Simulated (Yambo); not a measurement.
# How GW settings move the gap: ZnS

G0W0@LDA for ZnS (zinc blende, space group F-43m, No. 216) in Yambo. Reference settings: 4×4×4 Γ-centred k mesh, bands 5 to 151 and a 14 Ry block in the screening, 151 bands in G with the Bruneval-Gonze terminator, plasmon pole fitted at 27.2 eV. The LDA gap Γ → Γ on this mesh is 2.13 eV; G0W0 gaps are taken between the same points.

```csv
change from the reference,G0W0 gap Γ → Γ (eV),shift of the valence edge (eV),rough Yambo cost
reference settings,3.67,-1.12,1
54 bands in G,3.70,-1.15,–
wavefunctions cut at 25 Ry,3.47,-0.84,within a factor of two
no point-group symmetry,3.66,-1.09,about 4×
"54 bands in G, no terminator",3.57,-0.77,–
no terminator,3.63,-1.04,–
```

The reference isn't shown to be the converged limit. Costs are rough (shared machines), scaled to the same edge states, and given only for runs that recompute the screening.

Geometry relaxed with LDA; primitive cell a = 3.745 Å, b = 3.745 Å, c = 3.745 Å, α = 60.00°, β = 60.00°, γ = 60.00°.

A shift is the quasiparticle energy of the state minus its LDA energy.
